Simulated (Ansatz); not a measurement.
Re (9R (Sm type), R-3m) at seven volumes, DFT-PBEsol in the program Ansatz with PAW potentials, shape and atoms relaxed at each. One row is withheld.

| V (Å³/atom) | P (GPa) |
|---|---|
| 13.252 | ? |
| 13.689 | 27.64 |
| 14.126 | 12.71 |
| 14.563 | 0.00 |
| 14.999 | -10.81 |
| 15.436 | -20.00 |
| 15.873 | -27.79 |

### Question
Fit the shown pressures and predict the withheld one.

### Answer
P = (3/2)B₀(x^(7/2) − x^(5/2))[1 + (3/4)(B′ − 4)(x − 1)] with x = (V₀/V)^(2/3). Least squares on the six rows gives V₀ = 14.563 Å³/atom, B₀ = 390 GPa, B′ = 4.41. At V = 13.252, x = 1.0649 and P = 45.32 GPa. The run itself gave 45.16 GPa.

The workflow started from a Materials Project entry (that database holds measured and hypothetical structures alike); the Crystallography Open Database copy checked does not list it. It is not the phase usual at ambient conditions (space group No. 194). The cell was relaxed with PBEsol under the symmetry of its start; of distortions, only those at the zone centre were tested. No spin polarisation was allowed. Spin–orbit coupling is left out wherever it is not named.

Potentials: the later of the program's two PAW sets.
